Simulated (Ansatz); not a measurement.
A geometry of TiTe$_{2}$ away from equilibrium: step 2 of the relaxation of a relaxed TiTe2 cell displaced along its unstable phonon at q = (0, 0, ½) of its primitive reciprocal cell (56i cm⁻¹), largest move 0.15 Å. The numbers are results of PBEsol (plane waves to 420 eV, PAW, scalar-relativistic; Ansatz, an electronic-structure program), not measurements. Γ-centred k-mesh 7×7×3 on the run's cell (coarser than for final values), Fermi–Dirac smearing 0.05 eV.

```xyz
12
Lattice="4.7609 0.0000 0.0000 0.0000 4.8345 0.0000 0.0000 0.0000 13.8400" Properties=species:S:1:pos:R:3 pbc="T T T"
Ti     0.0000     0.2900     0.0334
Ti     0.0000    -0.2900     6.9534
Ti     2.3804     2.7073     3.4266
Ti     2.3804     2.1272    10.3466
Te     0.0000     2.6828     1.4030
Te     0.0000     2.1517     8.3230
Te     2.3804    -0.0594     5.5407
Te     2.3804     0.0594    12.4607
Te     0.0000     2.4766     4.8393
Te     0.0000     2.3579    11.7593
Te     2.3804     0.2656     2.0569
Te     2.3804    -0.2656     8.9769
```

**Question.** Which atoms carry the largest force, and which way does it point?

**Answer.** 0.42 eV/Å, on Ti1, Ti2, Ti3, Ti4 (atoms numbered as listed); on Ti2 its components are (0.00, -0.41, 0.07).

**Question.** What is the pressure?

**Answer.** -0.4 GPa, compression positive.

No spin polarisation in the result.

The run could not lose the symmetry of its start: the end is stationary, and may be a saddle point rather than a minimum.

The end of the path is a generated cell of TiTe2: the first start was made by placing the elements on the sites of a structure type, and the end was not matched to a known phase here, so it may be hypothetical. Known forms of TiTe2 include space group No. 164.
